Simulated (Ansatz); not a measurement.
Data sheet: AlOs (DFT)

AlOs:
```xyz
2
Lattice="2.9927 0.0000 0.0000 0.0000 2.9927 0.0000 0.0000 0.0000 2.9927" Properties=species:S:1:pos:R:3 pbc="T T T"
Al     0.0000     0.0000     0.0000
Os     1.4963     1.4963     1.4963
```

Space group Pm-3m (No. 221), CsCl type; conventional cell a = b = c = 2.9927 Å, α = β = γ = 90.00°.

Method: DFT-PBEsol in the program Ansatz with PAW potentials. The cell and atoms are relaxed at this level. Other levels are named where they apply.

**Cell and energy**

```
Property                                                       Value
-----------------------------------------------------  -------------
Volume per atom                                             13.40 Å³
Density                                                  13.46 g/cm³
Formation energy from the elements (no fitted shifts)  -0.35 eV/atom
```

**Electronic structure**

```
Quantity                                                                    Result
------------------------------------  --------------------------------------------
Electronic character                                             metallic (no gap)
Density of states at the Fermi level  0.65 states/eV per atom (mean over ±0.08 eV)
Gap with spin–orbit coupling                                       none (metallic)
```

**Mechanics**

```
Quantity                                                                       Value
--------------------------------------------  --------------------------------------
Bulk modulus (Birch–Murnaghan fit)                                           251 GPa
Pressure derivative B′                                                           4.4
Elastic constants (relaxed ions, GPa)                C11 = 375, C12 = 189, C44 = 164
Mechanical stability                          stable (all eigenvalues of C positive)
Hill bulk and shear moduli                                           251 and 131 GPa
Young's modulus                                                              334 GPa
Poisson's ratio                                                                 0.28
Debye temperature from the elastic constants                                   435 K
```

**Phonons**

```
Quantity                                        Value
-----------------------------  ----------------------
Highest zone-centre frequency                327 cm⁻¹
Zone-centre stability          no imaginary mode at Γ
```

The first step of the workflow began from a Materials Project structure, measured or hypothetical; the Crystallography Open Database copy checked does not list it. With Al and Os taken as one species the cell has the higher symmetry Im-3m, so it may be an ordered model of a mixed-site phase. Whether it is the stable phase at ambient conditions was not checked. Symmetry was held in the PBEsol relaxation. No spin polarisation was allowed. As this level gives no gap, shear constants depend on the k-mesh and smearing (Fermi–Dirac, 0.1 eV here). As this level gives no gap, phonon frequencies hold no LO–TO term and depend on the k-mesh and smearing (Fermi–Dirac, 0.1 eV here). The references are the lowest solids computed at this level, not always the standard phases. Scalar-relativistic: spin–orbit coupling is off unless named, which matters more the heavier the elements.

Potentials: the later of the program's two PAW sets.
